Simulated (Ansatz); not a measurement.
The cell below belongs to a search over invented structures; it isn't taken from experiment.

Input and command of a plane-wave DFT calculation in Ansatz:

```yaml
crystal:
  lattice:
    - [-2.0860324498, 2.0860324498, 14.7723639886]
    - [2.0860324498, -2.0860324498, 14.7723639886]
    - [2.0860324498, 2.0860324498, -14.7723639886]
  atoms:
    - { symbol: Al, position: [0.9058754244, 0.9058754244, 0.0] }
    - { symbol: Al, position: [0.5, 0.5, 0.0] }
    - { symbol: Al, position: [0.0941245756, 0.0941245756, 0.0] }
    - { symbol: In, position: [0.6954859663, 0.6954859663, 0.0] }
    - { symbol: In, position: [0.3045140337, 0.3045140337, 0.0] }
    - { symbol: As, position: [0.25, 0.75, 0.5] }
    - { symbol: As, position: [0.8596121145, 0.3596121145, 0.5] }
    - { symbol: As, position: [0.4529645016, 0.9529645016, 0.5] }
    - { symbol: As, position: [0.0470354984, 0.5470354984, 0.5] }
    - { symbol: As, position: [0.6403878855, 0.1403878855, 0.5] }
basis:
  ecutwfc: 420
kpoints:
  mp_grid: { grid: [10, 10, 10] }
hamiltonian:
  xc: pbe
scf:
  occupations: { method: gaussian, width: 0.02 }
output:
  forces: true
  stress: true
  eigenvalues: true
  write_density: true
  write_potential: true
  elf: true
  volumetric_format: npy
relax:
  adjacent_minimum: "off"
  f_tol: 0.01
  max_steps: 80
  cell: { stress_tol: 0.05 }
```

```bash
ansatz run input.yaml --threads 4 --pin off --max-ram 8192MiB --backend cpu --events-out ev --progress --plain --runs-dir out
```

Processor: AMD EPYC (Zen 3), 4 threads, on a host shared with other jobs.

Problem. How long does it run, and how much memory does it take?

Solution. About 9.4 min, peak memory 1.6 GiB. It solves 66 bands at 102 k points (after reduction by symmetry) with about 4973 plane waves (on the last cell), in 25 SCF iterations over 4 ionic steps.
